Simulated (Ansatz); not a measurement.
AlAs (zinc blende, F-43m), plane-wave PAW PBEsol (Ansatz code). The conduction-band minimum lies at X, with 3 equivalent valleys. Second derivatives d²E/dk² of the lowest band at one valley (eV·Å²), along Cartesian directions:

```
direction  d²E/dk²
---------  -------
[100]        9.213
[010]        32.52
[001]        32.52
[110]        20.87
[101]        20.87
[011]        32.42
```

Find the principal effective masses, the density-of-states mass and the conductivity mass.

Off-diagonal terms follow from H_xy = H[110] − (H_xx + H_yy)/2, and m*/mₑ = 7.620 eV·Å² over each eigenvalue: 0.23, 0.24, 0.83. One valley's DOS mass (m₁m₂m₃)^(1/3) = 0.36, conductivity mass 3/(Σ 1/mᵢ) = 0.31 mₑ.

What effective density of states Nc follows at 300 K for parabolic valleys?

Nc = 2.509e19 × 3 × (0.36)^(3/2) ≈ 1.6e19 cm⁻³.

The cell was relaxed with PBEsol under the symmetry of its start. Scalar-relativistic: spin–orbit coupling is off unless named, which matters more the heavier the elements.

Potentials: the earlier of the program's two PAW sets. The files were generated under PBE; for other functionals the program regenerates the frozen cores, and for LDA and PBEsol the local potential too.

Edges and masses are those of Kohn–Sham bands, whose gap is no quasiparticle gap.
